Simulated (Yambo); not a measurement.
Yambo run on K₂OsCl₄O₂ (space group I4/mmm, No. 139). The wavefunctions are norm-conserving PBEsol (Quantum ESPRESSO, 84 Ry, without SOC) ones on a 2×2×2 mesh (37 occupied bands); a = 6.739 Å, b = 6.739 Å, c = 6.739 Å, α = 115.16°, β = 115.16°, γ = 98.61°.

Yambo input:

```
rim_cut
HF_and_locXC
RandQpts= 1000000
RandGvec= 1 Ry
EXXRLvcs= 84 Ry
VXCRLvcs= 336 Ry
% QPkrange
 1 | 1 | 37 | 38 |
 2 | 2 | 37 | 38 |
 3 | 3 | 37 | 38 |
 4 | 4 | 37 | 38 |
%
```

k points by index: 1 = Γ, 2 = X, 3 = N, 4 = Z.

Resulting energies as the program prints them:

```
#    K-point    Band    Eo [eV]    Ehf [eV]    Vxc [eV]    Vnlxc [eV]
#
    1    37    -0.396866    -4.600168    -17.09221    -21.29551
    1    38    1.668518    6.319535    -19.42914    -14.77812
    2    37    0.000000    -4.142020    -17.47259    -21.61461
    2    38    1.643891    6.279124    -19.32348    -14.68825
    3    37    -0.246779    -4.392663    -17.19656    -21.34245
    3    38    1.710859    6.415665    -19.38598    -14.68118
    4    37    -0.506697    -4.689768    -17.04337    -21.22644
    4    38    1.840589    6.634853    -19.74648    -14.95222
```
Exchange alone, without screening.

Geometry of the Materials Project entry, not relaxed at this level.
